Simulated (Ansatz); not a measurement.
HgTe:
```
HgTe
1.0
    0.00000     3.28642     3.28642
    3.28642     0.00000     3.28642
    3.28642     3.28642     0.00000
Te Hg
1 1
Cartesian
  4.92963   4.92963   4.92963
  0.00000   0.00000   0.00000
```

Relaxed with r²SCAN.

**Question.** Map the electron localisation function on the plane through (0.750, 0.750, 0.750) spanned by u = [1, 0, 0] and v = [-1, 1, 1] in lattice vectors, from r²SCAN in the plane-wave PAW code Ansatz.

**Answer.** x is the fraction of u, y of v (the angle between them is 90°; rows are the nearest grid lines); atoms in the plane: Te at (0.00, 0.00), Hg at (0.50, 0.25).
```
|@ .-=+**=-::::-=**+=-. @|
|...-++**=-:..:-=**++-...|
|:-=++***=:....:=***++=-:|
|=+++***+-:....:-+***+++=|
|*****+=-:......:-=+*****|
|****+=-:........:-=+****|
|----:..............:----|
|:::..................:::|
|........................|
|........................|
|........................|
|..........::::..........|
|.......::::::::::.......|
|.....::----------::.....|
|....::----====----::....|
|...::--==++++++==--::...|
|:::::--=+++**+++=--:::::|
|---::--=++*##*++=--::---|
|***+=--=++****++=--=+***|
|****+---=++++++=---+****|
|=+++**=---====---=**+++=|
|:-=+**+=--------=+**+=-:|
|...-+**+=-::::-=+**+-...|
|@ .-=+**=-::::-=**+=-. @|
```
Scale: ten equal steps from -0.110 (start of ' ') to 1.00 (end of '@'), in the order ' .:-=+*#%@'; x runs from 0.000 to 1.00, y from 0.000 (bottom) to 1.00 (top).

The density is the valence pseudo-density with augmentation charge, so density and ELF within about 1 Å of a nucleus are not all-electron values.

Space group F-43m (zinc blende). Symmetry was held in the r²SCAN relaxation; of distortions, only those at the zone centre were tested. Scalar-relativistic: spin–orbit coupling is off unless named, which matters more the heavier the elements.

Potentials: the later of the program's two PAW sets.
